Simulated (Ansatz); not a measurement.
A vibration from a frozen displacement in Sn3Se

Level of theory: Ansatz 0.2.0, DFT PBEsol, scalar-relativistic, plane waves, PAW. Settings: plane waves to 420 eV, k-mesh 12×12×12 (Γ-centred), Gaussian smearing 0.15 eV. No spin polarisation. Energies are free energies at this smearing, counted from the undisturbed cell; pressure is positive in compression.

Zero of the scan (relaxed at this level; with this scan's settings it stands at 0.1 GPa; it needn't be the usual structure):

```
Sn Se
1.0
     0.00000    3.65819    3.65819
     3.65819    0.00000    3.65819
     3.65819    3.65819    0.00000
Sn Se
3 1
Cartesian
  1.8291 1.8291 1.8291
  5.4873 5.4873 5.4873
  3.6582 3.6582 3.6582
  0.0000 0.0000 0.0000
```

Atom 3 (Sn) is moved by x along the Cartesian unit vector (0.000, 0.000, 1.000); the cell and all other atoms stay fixed. The cell's volume is 97.91 Å³; the moved atoms weigh 118.710 u together and the others 316.391 u. Some rows repeat others by symmetry and weren't run.

| x (Å) | ΔE (meV/cell) | total force on the moved atoms along the move (eV/Å) | pressure (GPa) |
| --- | --- | --- | --- |
| -0.1000 | 15.32 | 0.3055 | 0.2097 |
| -0.0833 | 10.64 | 0.2549 | 0.1749 |
| -0.0667 | 6.83 | 0.2045 | 0.1467 |
| -0.0500 | 3.84 | 0.1535 | 0.1246 |
| -0.0333 | 1.70 | 0.1023 | 0.1089 |
| -0.0167 | 0.43 | 0.0513 | 0.0995 |
| 0.0000 | 0.00 | 0.0000 | 0.0963 |
| 0.0167 | 0.43 | -0.0513 | 0.0995 |
| 0.0333 | 1.70 | -0.1023 | 0.1089 |
| 0.0500 | 3.84 | -0.1535 | 0.1246 |
| 0.0667 | 6.83 | -0.2045 | 0.1467 |
| 0.0833 | 10.64 | -0.2549 | 0.1749 |
| 0.1000 | 15.32 | -0.3055 | 0.2097 |

Problem. What frequency belongs to this motion?

Solution. The force constant is k = −dF/dx = 3.072 eV/Å², from the parabola through x = -0.0167, 0 and 0.0167. In every cell the moved atoms swing against the rest, so the mass is μ = m₁m₂/(m₁ + m₂) = 86.322 u, and ν̃ = 521.5 cm⁻¹ × √(|k|/μ) = 98 cm⁻¹. The pattern needn't be a normal mode: ν̃² is then a weighted mean of the squared nonzero frequencies at the zone centre of this cell, so it lies between the lowest and the highest of them.

Problem. How far does the harmonic law reach?

Solution. At x = -0.100 Å, kx²/2 = 15.36 meV against the computed 15.32 meV (-0.2 %): the well is still close to harmonic there.

In a metal these slopes depend on the k mesh and the smearing.

Cost: 7 runs of about 2.6 core-minutes in all, on Intel Xeon 6975P-C (Granite Rapids) (shared hosts).